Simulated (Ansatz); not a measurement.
## Calculated contact hyperfine fields for MgV2PbO2F8

Cell: a Materials Project structure (computed, not necessarily an observed phase) whose atoms were relaxed with PBE, the cell held.

```cif
data_structure
_symmetry_space_group_name_H-M 'P 1'
_symmetry_Int_Tables_number 1
_cell_length_a 5.4710
_cell_length_b 6.6370
_cell_length_c 7.7578
_cell_angle_alpha 104.894
_cell_angle_beta 95.597
_cell_angle_gamma 113.767
_cell_volume 242.61
loop_
_atom_site_label
_atom_site_type_symbol
_atom_site_fract_x
_atom_site_fract_y
_atom_site_fract_z
_atom_site_occupancy
Mg1 Mg 0.00000 0.00000 0.50000 1
V2 V 0.38834 0.70934 0.28482 1
V3 V 0.61166 0.29066 0.71518 1
Pb4 Pb 0.00000 0.00000 0.00000 1
O5 O 0.28577 0.43607 0.18186 1
O6 O 0.71423 0.56393 0.81814 1
F7 F 0.27717 0.83369 0.11616 1
F8 F 0.72283 0.16631 0.88384 1
F9 F 0.76024 0.89432 0.24775 1
F10 F 0.23976 0.10568 0.75225 1
F11 F 0.62256 0.79408 0.51936 1
F12 F 0.37744 0.20592 0.48064 1
F13 F 0.11827 0.74476 0.41014 1
F14 F 0.88173 0.25524 0.58986 1
```

Sites (sets of like atoms) are named by element and the number of their first atom in this list.

Method: Kohn–Sham DFT in Ansatz, PBE, plane waves and PAW, scalar-relativistic, collinear spin, 420 eV cutoff, Γ-centred 4×4×3 k-points, Fermi–Dirac smearing 0.02 eV. Start moments as typed (μB): 0 1 -1 0 0 0 0 0 0 0 0 0 0 0 by atom.

B_c = (2μ₀/3)μB(ρ↑ − ρ↓), with the spin density averaged over the Thomson radius around the nucleus, 7.77 T per e/Å³, positive along the up direction of the run. The valence column is what the valence and semicore waves of the PAW files give as listed; the rest comes from solving these waves and the inner shells again in each spin's potential.

(1) What moments and contact fields does each site carry?

## Answers

(1) The cell's net moment is 0.00 μB. One atom of each set is listed; on V, O and F7 some atoms of the set carry the same values with the opposite sign.

```json
{"site": "Mg", "atom": "1", "m (μB)": "0.00", "B_c (T)": "0.0", "valence column (T)": "0.0", "rest (T)": "0.0"}
{"site": "V", "atom": "2", "m (μB)": "0.68", "B_c (T)": "-10.3", "valence column (T)": "3.0", "rest (T)": "-13.3"}
{"site": "Pb", "atom": "4", "m (μB)": "0.00", "B_c (T)": "0.0", "valence column (T)": "0.0", "rest (T)": "0.0"}
{"site": "O", "atom": "5", "m (μB)": "-0.07", "B_c (T)": "-0.5", "valence column (T)": "-1.5", "rest (T)": "1.0"}
{"site": "F7", "atom": "7", "m (μB)": "0.01", "B_c (T)": "0.1", "valence column (T)": "0.3", "rest (T)": "-0.2"}
{"site": "F9", "atom": "9", "m (μB)": "0.00", "B_c (T)": "-0.1", "valence column (T)": "-0.1", "rest (T)": "0.0"}
{"site": "F11", "atom": "11", "m (μB)": "0.01", "B_c (T)": "0.0", "valence column (T)": "0.1", "rest (T)": "-0.2"}
{"site": "F13", "atom": "13", "m (μB)": "0.02", "B_c (T)": "0.0", "valence column (T)": "0.2", "rest (T)": "-0.2"}
```

The magnetic order is the one that the run reached from its start moments, not necessarily the measured one. Semilocal functionals underestimate core polarisation, so for a given moment the contact field on a magnetic ion comes out too small, by up to a factor of two. Orbital and dipolar fields are left out; they are small for half-filled shells and for d³ or d⁸ ions in regular octahedra, but can rival the contact field on other open-shell ions. The positions come from a relaxation that may have had another order of the moments. Fields under about 2 T can be off by more than a tenth. The zeros on Mg and Pb can come from up and down neighbours that cancel in this order.
